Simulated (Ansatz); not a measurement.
WS$_{2}$ (2H-MoS2 type, space group P6_3/mmc)

```
WS2
1.0
    3.17029     0.00000     0.00000
   -1.58515     2.74556     0.00000
    0.00000     0.00000    12.49303
W S
2 4
Direct
  0.33333   0.66667   0.25000
  0.66667   0.33333   0.75000
  0.33333   0.66667   0.62489
  0.66667   0.33333   0.12489
  0.66667   0.33333   0.37511
  0.33333   0.66667   0.87511
```

The slice is a (1 -1 0 0) plane (indices of the conventional cell) through the point (0.333, 0.667, 0.250) (fractional), spanned by u = [110] and v = [001] in vectors of this cell: u (3.17 Å) and v (12.49 Å, at 90° to u). It covers one period; positions are fractions (u, v).

All values below come from r2SCAN+rVV10 (plane waves to 500 eV, PAW, scalar-relativistic; Ansatz, a first-principles code). k mesh 12×12×3. These are valence fields of a PAW run, semicore shells included where kept as valence: close to a nucleus they are smooth pseudo fields. Spin-orbit coupling is left out, though W is heavy. The PAW data are Ansatz's earlier set. WS2 is run without spin polarisation. WS2 was relaxed with its symmetry unable to fall.

Task: Around which element is the density of the lowest conduction band (whole band as if filled, smooth part) largest on this plane?

Result: W. Mean over a disc round each atom, of radius 0.45 times the shortest bond: W 0.084, S 0.016 e/Å³.

Task: Around which element is the density of the highest valence band (whole band, smooth part) largest on this plane?

Result: W. Mean over a disc round each atom, of radius 0.45 times the shortest bond: W 0.073, S 0.022 e/Å³.

Task: Sketch the valence electron density on this plane as a map.

Result: 
```
|@%+===+%|
|===+++==|
|::-=+=-:|
|  .:::. |
|..     .|
|++-. .-+|
|**+-:-+*|
|+**=-=**|
|+++===++|
|--=+*+=-|
|+++===++|
|+**=-=**|
|**+-:-+*|
|++-. .-+|
|..     .|
|  .:::. |
|::-=+=-:|
|===+++==|
|@%+===+%|
|@@#=-=#@|
```
Scale: ten equal steps from -1.48 (start of ' ') to 0.75 (end of '@'), in the order ' .:-=+*#%@'. Values: log₁₀ of the valence density in e/Å³. The map has 8 points along u (one character each, u = 0 at the left) and 20 along v (v = 0 in the bottom row). The scale is logarithmic, as a density can span decades between atoms and voids.
